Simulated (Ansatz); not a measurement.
The end point of a relaxation of Sb. Method: PBEsol (plane waves to 420 eV, PAW, scalar-relativistic; Ansatz, a program for electronic structure).

```
CELL_PARAMETERS angstrom
      2.16019     1.24719     3.68811
     -2.16019     1.24719     3.68811
      0.00000    -2.49437     3.68811
ATOMIC_POSITIONS crystal
  Sb 0.73588 0.73588 0.73588
  Sb 0.26412 0.26412 0.26412
```

Problem. Find the space group and the Wyckoff positions (tolerance 0.01 Å).

Solution. Space group R-3m, hexagonal axes (No. 166); a = b = 4.320 Å, c = 11.064 Å, α = β = 90.00°, γ = 120.00°

```
atom  site  symmetry       x       y       z
----  ----  --------  ------  ------  ------
Sb      6c        3m  0.0000  0.0000  0.2641
```

This is the AFLOW prototype A_hR2_166_c (A7, as in As).

Problem. Give the shortest distances between elements (the closest pairs, up to four, under 3.6 Å).

Solution. Sb–Sb 2.93 Å.

```yaml
volume_per_atom: 29.81 Å³
band_gap: no gap (metallic)
```

No spin polarisation in the result.

The run could not lose the symmetry of its start.

It was reached from a disturbed copy of a I4/mmm (No. 139) cell, against which it lies -0.01 eV/atom.
